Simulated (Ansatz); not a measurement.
Sr₂ZrTiO₆:
```
Sr2ZrTiO6
1.0
    4.03105     0.00000     0.00000
    0.00000     4.03105     0.00000
    0.00000     0.00000     7.99493
Sr O Ti Zr
2 6 1 1
Direct
  0.00000   0.00000   0.76418
  0.00000   0.00000   0.23582
  0.50000   0.50000   0.76172
  0.50000   0.00000   0.00000
  0.00000   0.50000   0.00000
  0.50000   0.50000   0.23828
  0.50000   0.00000   0.50000
  0.00000   0.50000   0.50000
  0.50000   0.50000   0.00000
  0.50000   0.50000   0.50000
```

Relaxed with PBEsol.

Q: Decompose the optical modes at the zone centre into irreducible representations, and say which are infrared and Raman allowed.

A: Point group 4/mmm: Γ_opt = 2A1g + 5A2u + 2B2u + 2Eg + 7Eu. Infrared: A2u, Eu. Raman: A1g, Eg.

Q: Assign frequencies (DFPT, DFT-PBEsol in the program Ansatz with PAW potentials; without the LO–TO term).

A: Eu 212i, B2u 122i, A2u 118i, Eu 38i, Eg 72, Eu 114, Eu 150, A2u 152, A1g 153, Eu 207, A2u 248, Eg 268, B2u 279, Eu 455, A2u 494, A2u 555, Eu 641, A1g 774 cm⁻¹.

Subscripts of B labels follow the axes of the standard setting.

Space group P4/mmm. The start of the workflow was typed in or built on a structure type; neither database checked (COD, Materials Project) lists it. Its standing as an ambient phase is unchecked. Symmetry was held in the PBEsol relaxation. At this level the phase is dynamically unstable (imaginary phonons). The workflow began spin-polarised and lost its moments.

Potentials: the earlier of the program's two PAW sets. The files were generated under PBE; for other functionals the program regenerates the frozen cores, and for LDA and PBEsol the local potential too.
